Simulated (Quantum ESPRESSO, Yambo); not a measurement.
Rb₂KRhF₆ (space group Fm-3m, No. 225): one geometry, one set of norm-conserving PBEsol (Quantum ESPRESSO, 88 Ry, scalar-relativistic) orbitals, self-energies from Yambo (2×2×2 Γ-centred k mesh, bands 5 to 278 and a 7 Ry block in the screening, 278 bands in G with the Bruneval-Gonze terminator, plasmon pole fitted at 27.2 eV).

```csv
level,gap X → X (eV)
PBEsol (Quantum ESPRESSO),1.89
exchange only (Hartree-Fock self-energy on PBEsol orbitals),[?]
static COHSEX@PBEsol,[?]
"G0W0@PBEsol, plasmon pole",5.67
```

Question: Fill in the missing entries.

Answer: 
- exchange only (Hartree-Fock self-energy on PBEsol orbitals), gap X → X (eV): 14.26
- static COHSEX@PBEsol, gap X → X (eV): 6.69

Bare exchange has no screening and gives the widest gap; static COHSEX screens it but leaves out the frequency dependence, which G0W0 restores.

Nearest settings tried, and what they do to the gap: 184 bands in W, 184 bands in G: -7 meV; 1 Ry block (27 vectors against 459): +1459 meV. Not varied: mesh. So the settings aren't converged at that level. The k mesh is coarse.

Spin-orbit coupling is not included.

Geometry of the Materials Project entry, not relaxed at this level; primitive cell a = b = c = 6.4244 Å, α = β = γ = 60.00°.
